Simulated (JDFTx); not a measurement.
System: TiAl(111) (P4/mmm bulk; lattice of mp-1953, not re-optimised at this level), 1x1 cell of 11 atoms in 11 planes (Ti outermost, slab composition Ti6Al5), area 17.99 Å² a face, 8.9 Å between the outermost planes in a cell 24.9 Å high; k mesh 6×6×1, Fermi width 0.01 Ha, no spin polarisation. Whether this polymorph is the ambient one wasn't checked. Neither spin polarisation nor a larger cell was tried.

Computed with JDFTx (a modified build): PBE, GBRV ultrasoft potentials, plane waves to 20/100 Ha. Vacuum. The outer atoms relax from bulk positions, keeping the cell's symmetry; the lattice is not PBE's own optimum in this code, and that strain can shift the moves by a few hundredths of an ångström. Input:

```
lattice \
  7.5116628005 3.7558314097 0.0000000000 \
  0.0000000000 8.5531620915 0.0000000000 \
  0.0000000000 0.0000000000 47.0541805032
coords-type Lattice
ion Al 0.8124567410 0.3750865170 -0.1434241440 1
ion Al 0.2160452560 0.5679094890 -0.0717120720 0
ion Al 0.6196337700 0.7607324600 0.0000000000 0
ion Al 0.0232222840 0.9535554320 0.0717120720 0
ion Al 0.4268107980 0.1463784040 0.1434241440 1
ion Ti 0.1106624840 0.7786750320 -0.1792801800 1
ion Ti 0.5142509980 0.9714980030 -0.1075681080 0
ion Ti 0.9178395130 0.1643209750 -0.0358560360 0
ion Ti 0.3214280270 0.3571439460 0.0358560360 0
ion Ti 0.7250165410 0.5499669180 0.1075681080 0
ion Ti 0.1286050550 0.7427898890 0.1792801800 1
ion-species pseudo/al_pbe_v1.upf
ion-species pseudo/ti_pbe_v1.4.upf
elec-cutoff 20 100
elec-ex-corr gga-PBE
coulomb-interaction Slab 001
coulomb-truncation-embed 0 0 0
kpoint-folding 6 6 1
elec-smearing Fermi 0.01
lcao-params 10
elec-n-bands 60
electronic-scf nIterations 100 energyDiffThreshold 1e-07
ionic-minimize nIterations 10 energyDiffThreshold 1e-5 knormThreshold 4e-4
dump-name vac.$VAR
dump End State Ecomponents EigStats BandEigs Forces ElecDensity IonicPositions Fillings Kpoints Dtot
```

Task: How far do the free atoms of the upper face move along the normal, and how much energy is released?

Result: Ti (atom 11) -0.10 Å, Al (atom 5) 0.06 Å (positive: outward). The free energy falls by 0.096 eV per cell, 43 mJ/m².
